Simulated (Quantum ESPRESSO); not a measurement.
# Planted mistakes on one cell of AlMg2S3F

The results below are calculated, not measured. They come from pw.x of Quantum ESPRESSO 7.5, a plane-wave density functional program, with PseudoDojo standard norm-conserving files (v0.5 for PBE, v0.4.1 for LDA and PBEsol). The cells are made up: elements, strain and atom displacements were drawn at random, and nothing was relaxed. There is no spin polarisation, spin-orbit coupling or dispersion term.

The cell has 8 sites of a zincblende or diamond lattice. Sites 1 to 4 hold Al Mg empty Mg; sites 5 to 8 hold S S S F. Cell vectors in Å: (5.365, -0.018, 0.020); (-0.018, 5.409, -0.059); (0.020, -0.059, 5.475). Settings: PBE, cutoff 1143 eV, 4 x 4 x 4 k mesh shifted by half a step, Fermi-Dirac smearing of 0.025 eV.

The intended run has a self-consistency threshold of 1e-07 eV, a smearing term of 0.000 eV, a pressure of 0.09 GPa and 11 iterations. Each further run changes one thing: atoms of sites 4 and 6 exchanged; cutoff 732 eV; k mesh 2 x 2 x 2; one electron added; smearing 0.43 eV; threshold 0.1 eV. A coarse mesh keeps the shift, and a charged cell sits in a uniform background.

```
run  change of free energy (eV)  smearing term -TS (eV)  change of P (GPa)  largest change of a force component (eV/Å)  iterations
  A                       5.434                  -0.004              10.73                                       0.820          10
  B                       8.280                  -0.007               5.85                                       4.045          13
  C                       4.306                   0.000             -28.07                                       0.037          10
  D                       0.008                   0.000               0.68                                       0.066           4
  E                       0.043                   0.000               0.09                                       0.030          11
  F                      -0.065                  -0.292               0.24                                       0.104          10
```

A rerun of the intended cell at 1437 eV and k mesh 6 x 6 x 6 moved values by no more than 0.002 eV in the cell's energy, 0.02 GPa in stress and 0.004 eV/Å in force.

Question: which change belongs to which run?

## Worked reading

Run D has the fewest iterations, as a run stopped early does. Run F has the largest smearing term, as wide smearing gives. Run C has a higher energy and the largest fall in pressure, as too small a basis gives. Energies from files of another functional, or of a charged cell, have another zero and say nothing on stability; the pressure of a charged cell rests on the program's zero of potential too.

## Key

| run | change |
| --- | --- |
| A | one electron added |
| B | atoms of sites 4 and 6 exchanged |
| C | cutoff 732 eV |
| D | threshold 0.1 eV |
| E | k mesh 2 x 2 x 2 |
| F | smearing 0.43 eV |